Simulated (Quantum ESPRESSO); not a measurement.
TlCl is taken in the cubic space group Pm-3m (No. 221), the CsCl type structure, Pearson symbol cP2. Lattice parameters: a = b = c = 3.7686 Å, α = β = γ = 90.00°. Cl on 1b has 8 Tl at 3.264 Å (cubic). Tl on 1a is coordinated by 8 Cl at 3.264 Å (cubic). (Neighbours: up to the widest gap in distance over summed covalent radii, below 1.35, at either atom; cation-cation contacts left out.)

Cell and atoms were relaxed with PBEsol from Materials Project entry mp-23167, within its symmetry.

Task: What does norm-conserving PBE (Quantum ESPRESSO, 60 Ry, without SOC) give for the electronic structure near the Fermi level?

Result: The PBE gap is direct, 1.95 eV at X. Spin-orbit coupling is left out; with 6p states at a band edge it can lower the gap by many tenths of an eV, most of a small gap.
